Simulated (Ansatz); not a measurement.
CsBr:
```
CsBr
1.0
    4.32371     0.00000     0.00000
    0.00000     4.32371     0.00000
    0.00000     0.00000     4.32371
Cs Br
1 1
Cartesian
  0.00000   0.00000   0.00000
  2.16186   2.16186   2.16186
```

Relaxed with r²SCAN.

Task: Map the valence electron density (e/Å³), cut off at 0.8 on the plane through (0.000, 0.000, 0.000) spanned by u = [1, 0, 0] and v = [0, 1, 1] in lattice vectors, from the program Ansatz at the r²SCAN level (PAW).

Result: x is the fraction of u, y of v (the angle between them is 90°; rows are the nearest grid lines); atoms in the plane: Cs at (0.00, 0.00), Br at (0.50, 0.50).
```
y \ x   0.000  0.0909  0.182  0.273  0.364  0.455  0.545  0.636  0.727  0.818  0.909   1.00
------  -----  ------  -----  -----  -----  -----  -----  -----  -----  -----  -----  -----
1.00    0.000   0.608  0.800  0.415  0.087  0.021  0.021  0.087  0.415  0.800  0.608  0.000
0.935   0.611   0.800  0.800  0.326  0.072  0.019  0.019  0.072  0.326  0.800  0.800  0.611
0.839   0.764   0.614  0.304  0.105  0.039  0.025  0.025  0.039  0.105  0.304  0.614  0.764
0.774   0.189   0.153  0.090  0.057  0.056  0.066  0.066  0.056  0.057  0.090  0.153  0.189
0.677   0.026   0.032  0.059  0.137  0.287  0.440  0.440  0.287  0.137  0.059  0.032  0.026
0.613   0.021   0.036  0.104  0.319  0.787  0.800  0.800  0.787  0.319  0.104  0.036  0.021
0.548   0.024   0.046  0.158  0.557  0.800  0.673  0.673  0.800  0.557  0.158  0.046  0.024
0.452   0.024   0.046  0.158  0.557  0.800  0.673  0.673  0.800  0.557  0.158  0.046  0.024
0.387   0.021   0.036  0.104  0.319  0.787  0.800  0.800  0.787  0.319  0.104  0.036  0.021
0.323   0.026   0.032  0.059  0.137  0.287  0.440  0.440  0.287  0.137  0.059  0.032  0.026
0.226   0.189   0.153  0.090  0.057  0.056  0.066  0.066  0.056  0.057  0.090  0.153  0.189
0.161   0.764   0.614  0.304  0.105  0.039  0.025  0.025  0.039  0.105  0.304  0.614  0.764
0.0645  0.611   0.800  0.800  0.326  0.072  0.019  0.019  0.072  0.326  0.800  0.800  0.611
0.000   0.000   0.608  0.800  0.415  0.087  0.021  0.021  0.087  0.415  0.800  0.608  0.000
```

The density is the valence pseudo-density with augmentation charge, so density and ELF within about 1 Å of a nucleus are not all-electron values.

Space group Pm-3m (CsCl type). The r²SCAN relaxation kept the symmetry of its start. Spin–orbit coupling is left out wherever it is not named.

Potentials: the later of the program's two PAW sets.
